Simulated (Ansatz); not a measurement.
RbLuSe$_{2}$ (R-3m) under pressure

```
CELL_PARAMETERS angstrom
2.04607 1.18130 7.84464
-2.04607 1.18130 7.84464
0.00000 -2.36260 7.84464
ATOMIC_POSITIONS crystal
Rb 0.00000 0.00000 0.00000
Lu 0.50000 0.50000 0.50000
Se 0.23143 0.23143 0.23143
Se 0.76857 0.76857 0.76857
```

This is the zero-pressure cell under PBEsol. Cell and atoms are relaxed by PAW (default files of Ansatz 0.2.0, cutoff 420 eV, stress met within about 0.05 GPa) at each pressure, in this structure whether or not another phase would take over; P is the pressure reached, less that of this cell (which was relaxed on a denser, smeared mesh). Levels come from PBEsol, all-electron LAPW in Ansatz 0.2.0, scalar-relativistic; k mesh 6×6×6, fixed occupations, basis error target 0.5 meV/atom. Conduction levels are in eV over the valence top (at Γ), at fixed fractional wave vectors.

```csv
P (GPa),V/V₀,c/a,F (oblique),L (oblique),T ∥ z
-2.00,1.0578,5.7534,1.912,2.302,2.978
0.00,1.0000,5.7510,1.757,2.197,3.050
2.00,?,?,?,?,?
4.00,0.9221,5.7633,1.489,2.009,3.104
6.99,0.8799,5.7869,1.303,1.872,3.103
9.98,0.8456,5.8186,1.126,1.736,3.080
14.99,0.7998,5.8818,0.843,1.511,3.009
```

Problem. Fit the third-order Birch-Murnaghan equation to the rows shown.

Solution. With f = [(V₀/V)^(2/3) − 1]/2, the normalised pressure F = P/[3f(1 + 2f)^(5/2)] is 39.8 GPa at f = -0.0184, 41.9 GPa at f = 0.0278, 42.3 GPa at f = 0.0445, 42.6 GPa at f = 0.0591, 42.9 GPa at f = 0.0803. The line F = B₀[1 + (3/2)(B′ − 4)f] gives B₀ = 40.7 GPa and B′ = 4.5.

Problem. What are the volume deformation potentials and pressure coefficients of these levels at zero pressure?

Solution. 

| level | dE/dlnV (eV) | dE/dP = −(dE/dlnV)/B₀ (meV/GPa) | mean slope up to 4.0 GPa (meV/GPa) |
| --- | --- | --- | --- |
| F (oblique) | 2.96 | -72.8 | -67.1 |
| L (oblique) | 2.03 | -49.8 | -47.1 |
| T ∥ z | -1.06 | 26.0 | 13.5 |

dE/dlnV is the slope of a cubic fit in ln V at V₀. The last column is read from two rows and shows how the slope bends with pressure. A level that another band crosses inside the range is left out of the tables.

Problem. Fill the row at 2.00 GPa.

Solution. The fits give V/V₀ = 0.9566 and F (oblique) = 1.618 eV. Computed: V/V₀ = 0.9571, c/a = 5.7527, F (oblique) = 1.621, L (oblique) = 2.103, T ∥ z = 3.087.

Limits of these numbers: no other phase was computed; many crystals of this kind change structure within this range, and rows or crossings beyond such a change describe a metastable lattice; no spin-orbit coupling on heavy atoms; the frozen-core PAW files of the relaxations were fitted under PBE, their cores solved anew for this functional; semilocal gaps are low, and the spacing of valleys can be off by tenths of an eV; levels are read at fixed fractional k, so an edge that moves off these points is missed.
